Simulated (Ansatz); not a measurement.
Ansatz (a quantum-chemistry and plane-wave program) input:

Ansatz 0.2 input:
```yaml
crystal:
  lattice:
    - [0.0, 1.7801306017, 1.7801306017]
    - [1.7801306017, 0.0, 1.7801306017]
    - [1.7801306017, 1.7801306017, 0.0]
  atoms:
    - { symbol: C, position: [0.5, 0.5, 0.5] }
    - { symbol: C, position: [0.75, 0.75, 0.75] }
kpoints:
  mp_grid: { grid: [10, 10, 10] }
hamiltonian:
  xc: hse06
  pseudopotentials: { kind: paw }
scf:
  n_extra_bands: 6
  occupations: { method: fixed }
output:
  eigenvalues: true
  eigenstates:
    e_range: [-9.0, 14.5]
    kpoints:
      - [0.0, 0.0, 0.0]  # VBM
      - [0.0, 0.361979, 0.361979]  # CBM
      - [0.0, 0.0, 0.0]  # GAMMA
      - [0.5, 0.0, 0.5]  # X
      - [0.5, 0.5, 0.5]  # L
      - [0.5, 0.25, 0.75]  # W
      - [0.375, 0.375, 0.75]  # K
      - [0.625, 0.25, 0.625]  # U
```

Output (shortened):

```
Pseudopotential: C, paw, valence charge 4
Functional definition: HSE06
davidson cushion auto → on  (no smearing: the cushion is to keep the highest requested band from converging to the state above it …
Crystal: 2 atoms, lattice volume = 11.282 Å³
Basis set: ecut = 420 eV, 229 PW (Γ)
Bands: 10, of which v1, the nominal top of the filled ones, is band 4 counted from 1 (3 counted from 0)
Symmetry: 48 space group operations
Space group: Fd-3m (ITA 227), of the structure as read, at distance tolerance 2.2e-5 Å
k-points: 47 of 1000
SCF iter   1: F=—  HF=-501.614087 eV  |F-HF|=—  |Δ(HF+E_count)|=         —  Δρ=1.65e-3  dr2=6.26e-5  ethr=1.77e-3  ⟨swp⟩=2.0  Hψ=3276  notcnv=0
preconditioner: auto → none
SCF iter   2: F=-501.614302 eV  HF=-501.614244 eV  |F-HF|=5.73e-5  |Δ(HF+E_count)|=   1.57e-4  Δρ=8.20e-4  dr2=1.25e-5  ethr=7.83e-7  ⟨swp⟩=3.0  Hψ=1352  notcnv=0
SCF 1 stopped early in 2 iterations: F = -501.614302 eV  dr2 = 1.25e-5
Crystal: 2 atoms, lattice volume = 11.282 Å³
Exchange kernel: α = 0.2500, screened, ω = 0.2079 Å⁻¹, Wigner–Seitz truncation, v(0) = 1046.7884 eV·Å³, q-mesh 10×10×10, nearest image of the exchange …
Frozen-core exchange: fock
SCF iter   1: F=—  HF=-501.765689 eV  |F-HF|=—  |Δ(HF+E_count)|=         —  Δρ=9.98e-3  dr2=4.67e-3  ethr=1.56e-6  ⟨swp⟩=5.1  Hψ=2309  notcnv=0
preconditioner: auto → none
SCF iter   2: F=—  HF=-501.763862 eV  |F-HF|=—  |Δ(HF+E_count)|=   1.83e-3  Δρ=4.22e-3  dr2=7.48e-4  ethr=1.56e-6  ⟨swp⟩=3.0  Hψ=1598  notcnv=0
SCF iter   3: F=—  HF=-501.765467 eV  |F-HF|=—  |Δ(HF+E_count)|=   1.60e-3  Δρ=9.04e-4  dr2=2.72e-5  ethr=1.56e-6  ⟨swp⟩=3.0  Hψ=1432  notcnv=0
iter 4 solved again at ethr=1.02e-8 eV; its pass at ethr=3.17e-7 eV (dr2=8.18e-7 eV) is discarded
SCF iter   4: F=—  HF=-501.765457 eV  |F-HF|=—  |Δ(HF+E_count)|=   1.00e-5  Δρ=1.55e-4  dr2=2.24e-6  ethr=1.02e-8  ⟨swp⟩=2.0  Hψ=2256  notcnv=0
SCF iter   5: F=-501.765469 eV  HF=-501.765469 eV  |F-HF|=1.81e-7  |Δ(HF+E_count)|=   1.24e-5  Δρ=6.97e-5  dr2=3.50e-7  ethr=1.01e-8  ⟨swp⟩=3.1  Hψ=1409  notcnv=0
SCF 2 stopped early in 5 iterations: F = -501.765469 eV  dr2 = 3.50e-7
hybrid outer 1: dexx = +1.979e-3 eV, tail = 9.28e-6 eV
Crystal: 2 atoms, lattice volume = 11.282 Å³
Exchange kernel: α = 0.2500, screened, ω = 0.2079 Å⁻¹, Wigner–Seitz truncation, v(0) = 1046.7884 eV·Å³, q-mesh 10×10×10, nearest image of the exchange …
Frozen-core exchange: fock
SCF iter   1: F=—  HF=-501.765514 eV  |F-HF|=—  |Δ(HF+E_count)|=         —  Δρ=7.63e-5  dr2=3.44e-7  ethr=5.80e-7  ⟨swp⟩=2.7  Hψ=1198  notcnv=0
preconditioner: auto → none
iter 2 solved again at ethr=4.74e-11 eV; its pass at ethr=3.30e-9 eV (dr2=3.79e-9 eV) is discarded
SCF iter   2: F=-501.765514 eV  HF=-501.765514 eV  |F-HF|=4.68e-9  |Δ(HF+E_count)|=   7.99e-8  Δρ=1.53e-5  dr2=1.22e-8  ethr=4.74e-11  ⟨swp⟩=2.3  Hψ=2579  notcnv=0
SCF 3 converged in 2 iterations: F = -501.765514 eV  dr2 = 1.22e-8
hybrid outer 2: dexx = +1.286e-7 eV, tail = 2.97e-8 eV, Δε = 2.85e-3 eV (about 1.63e-4 eV left of the loop's levels)
the search or the solves at the SCF's close seem to have found levels that the self-consistency loop had missed (the run counts 1) …
NSCF: frozen V_eff on 8 k-points
hybrid SCF converged: 2 outer / 7 inner (+2 warm-up), last move |dexx| = 1.29e-7 eV, tail = 2.97e-8 eV
Stability not checked (fock_operator)
Free energy (F): -501.765514 eV
Frozen-core exchange: fock
Harris-Foulkes:  -501.765514 eV  (|F-HF|=4.68e-9)
Internal energy: -501.765514 eV  (E = F + TS)
E sigma→0 (E₀):  -501.765514 eV
Fermi energy:    12.794675 eV
--- Per-component energies (eV) ---
  E_band       = 23.322178
  E_kinetic    = 184.387945
  E_local      = -120.252541  (includes V_loc(G=0)·N_el)
  E_nonlocal   = 52.299946
  E_hartree    = 26.382194
  E_xc         = -78.993788
  E_vxc        = -97.065894  (∫ρ·V_xc dr)
  E_exx        = -18.327574  (= α·E_x^exact, valence–valence)
  E_paw        = -198.632709  (= ΣΔE_a)
  E_vpaw       = -12.156184  (= ΣTr[D̂ρ^β])
  E_aug_tail   = 0.000016  (compensation charges beyond the density's cutoff)
  E_ewald      = -348.594567
  E_core_change = -0.034436  (= ΣΔE_core)
  E_smearing   =  0.000000  (= −TS)
  E_closure    =  0.000000  (closes the sum)
  Σ components = -501.765514   (vs F -501.765514, Δ=0.00e0)
  [band-id]    e_kinetic+e_local+e_nonlocal+2·e_hartree+e_vxc+2·e_exx+e_vpaw+e_augmentation_tail = 23.322530   (vs E_band 23.322178, Δ=3.52e-4)
--- Band table (eV; the first three rows and the last of 47) ---
  k-point 0: bands = ["-10.8121", "12.7947", "12.7947", "12.7947", "19.7881", "19.7881", "19.7881", "28.1429", "33.6776", "41.1240"]
  k-point 1: bands = ["-10.5117", "10.9878", "12.3192", "12.3192", "20.4183", "20.4183", "20.7619", "28.3971", "34.1863", "38.4796"]
  k-point 2: bands = ["-9.6157", "7.4498", "11.3605", "11.3605", "21.6486", "21.6486", "22.0358", "29.0914", "35.0650", "36.9236"]
  k-point 46: bands = ["-0.5779", "-0.5779", "3.9225", "3.9225", "23.6888", "23.6888", "28.3455", "28.3455", "36.5505", "36.5505"]
```

Cost: about 40 core-seconds (a rough figure) on shared cores.

The points marked VBM and CBM come from a semilocal run.

Symmetry was held in the r²SCAN relaxation; phonons on a q-mesh show no instability.

Potentials: the later of the program's two PAW sets.

Ansatz is a plane-wave DFT program.
